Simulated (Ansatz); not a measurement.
IrO2 (rutile)

```yaml
crystal:
  lattice:
    - [4.52931, 0.00000, 0.00000]
    - [0.00000, 4.52931, 0.00000]
    - [0.00000, 0.00000, 3.17991]
  atoms:
    - { symbol: Ir, position: [0.00000, 0.00000, 0.00000] }
    - { symbol: Ir, position: [0.50000, 0.50000, 0.50000] }
    - { symbol: O, position: [0.30844, 0.30844, 0.00000] }
    - { symbol: O, position: [0.80844, 0.19156, 0.50000] }
    - { symbol: O, position: [0.19156, 0.80844, 0.50000] }
    - { symbol: O, position: [0.69156, 0.69156, 0.00000] }
```

The slice is a (-1 2 0) plane (indices of the conventional cell) through the point (0.500, 0.500, 0.500) (fractional), spanned by u = [001] and v = [210] in vectors of this cell: u (3.18 Å) and v (10.13 Å, at 90° to u). It covers one period; positions are fractions (u, v).

These are PBE (plane waves to 420 eV, PAW, scalar-relativistic; Ansatz, a program for electronic structure) values and carry that method's errors. k mesh 10×10×15. These are valence fields of a PAW run, semicore shells included where kept as valence: close to a nucleus they are smooth pseudo fields. IrO2 is run without spin polarisation and with no Hubbard U. IrO2 was relaxed with its symmetry unable to fall. Spin-orbit coupling is left out, though Ir is heavy. The PAW data are Ansatz's earlier set.

**Question.** Sketch the valence electron density on this plane as a map.

**Answer.** 
```tsv
v \ u	0.00	0.12	0.25	0.38	0.50	0.62	0.75	0.88
0.88	-0.6	-0.6	-0.3	0.3	0.7	0.3	-0.3	-0.6
0.75	-0.4	-0.5	-0.6	-0.5	-0.3	-0.5	-0.6	-0.5
0.62	0.7	0.3	-0.3	-0.6	-0.6	-0.6	-0.3	0.3
0.50	-1.4	-1.5	-1.5	-1.5	-1.4	-1.5	-1.5	-1.5
0.38	0.7	0.3	-0.3	-0.6	-0.6	-0.6	-0.3	0.3
0.25	-0.4	-0.5	-0.6	-0.5	-0.3	-0.5	-0.6	-0.5
0.12	-0.6	-0.6	-0.3	0.3	0.7	0.3	-0.3	-0.6
0.00	1.0	0.9	0.3	-0.4	-0.6	-0.4	0.3	0.9
```

Values: log₁₀ of the valence density in e/Å³. The scale is logarithmic, as a density can span decades between atoms and voids.
